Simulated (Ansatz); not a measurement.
Si (diamond)

```
Si
1.0
    0.00000     2.71682     2.71682
    2.71682     0.00000     2.71682
    2.71682     2.71682     0.00000
Si
2
Direct
  0.00000   0.00000   0.00000
  0.25000   0.25000   0.25000
```

In this cell atom 1 (Si, nearest neighbour Si at 2.353 Å; its periodic images, 3.8 Å or more away, move with it) is moved by s along Cartesian [111], unit vector (0.577, 0.577, 0.577); all other atoms and the cell stay fixed.

All values below come from PBEsol (plane waves to 420 eV, PAW, scalar-relativistic; Ansatz, a program for electronic structure). k mesh 9×9×9 (Γ-centred), Fermi-Dirac smearing 0.05 eV. E stands for the smeared free energy. As the smearing reaches across the gap at some points, energies and forces of such displacements shift with the k mesh and the smearing. Si was relaxed with its symmetry unable to fall. The zero of ΔE is the undisplaced structure. The last digit holds for this mesh only.

```csv
s (Å),ΔE (meV/cell)
-0.240,278.7
-0.192,192.2
-0.144,116.2
-0.096,54.9
-0.048,14.6
0.000,0.0
0.048,16.1
0.096,67.6
0.144,158.8
0.192,withheld
0.240,477.2
```

Problem. Fit a polynomial form (powers 2, 3, 4) to the given rows and predict ΔE at s = 0.192.

Solution. Least squares on the 10 given rows: ΔE = (6663)·s² + (7181)·s³ + (-1765)·s⁴, in meV/cell with s in Å; root-mean-square residual 0.10 meV/cell. At 0.192 the fit gives 294.1 meV/cell; the calculation gives 294.1 meV/cell, the same to the digits shown. The quadratic term alone would give 245.6 meV/cell.

(A displaced cell: forces are minus the slopes of the energy, force constants its curvatures, and phonons follow from these.)
